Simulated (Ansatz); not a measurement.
Relaxed-ion elastic tensor of TaC in space group P-6m2 (No. 187; Ta on 1e, C on 1b) in GPa (Voigt order), LDA (plane waves, PAW; program Ansatz); density 14.44 g/cm³, 11.10 Å³ per atom.

```
     1    2    3     4     5    6
-  ---  ---  ---  ----  ----  ---
1  557  195  154   0.0   0.0  0.0
2  195  557  154   0.0   0.0  0.0
3  154  154  815   0.0   0.0  0.0
4  0.0  0.0  0.0  89.6   0.0  0.0
5  0.0  0.0  0.0   0.0  89.6  0.0
6  0.0  0.0  0.0   0.0   0.0  181
```

**Question.** Is the crystal mechanically stable?

**Answer.** Yes: the smallest eigenvalue of C is 89.6 GPa.

**Question.** Work out the Voigt, Reuss and Hill averages.

**Answer.** K_V = 326, K_R = 320, K_H = 323; G_V = 167, G_R = 136, G_H = 151 GPa.

**Question.** Give Young's modulus, Poisson's ratio, Pugh's ratio and the universal anisotropy index.

**Answer.** E = 9KG/(3K + G) = 393 GPa; ν = 0.30; K/G = 2.14 (ductile by the Pugh limit of 1.75); A_U = 5G_V/G_R + K_V/K_R − 6 = 1.17.

**Question.** Estimate the sound speeds and the Debye temperature.

**Answer.** v_l = √((K + 4G/3)/ρ) = 6030 m/s, v_t = √(G/ρ) = 3240 m/s, mean 3620 m/s; Θ = (h/k)(3n/4πV)^(1/3) v_m = 483 K.

**Question.** How much does each axis shrink under pressure?

**Answer.** Linear compressibilities β_i = Σ_j S_ij (j = 1 to 3): x 1.2, y 1.2, z 0.79 per TPa.

The workflow started from a Materials Project entry (that database holds measured and hypothetical structures alike); the Crystallography Open Database copy checked does not list it. It is not the phase usual at ambient conditions (space group No. 225). The cell was relaxed with LDA under the symmetry of its start; of distortions, only those at the zone centre were tested. No spin polarisation was allowed. As this level gives no gap, shear constants depend on the k-mesh and smearing (Fermi–Dirac, 0.1 eV here). On the denser mesh and wider smearing of the elastic run this cell carries a stress of 0.3 GPa. Scalar-relativistic: spin–orbit coupling is off unless named, which matters more the heavier the elements.

Potentials: the later of the program's two PAW sets.
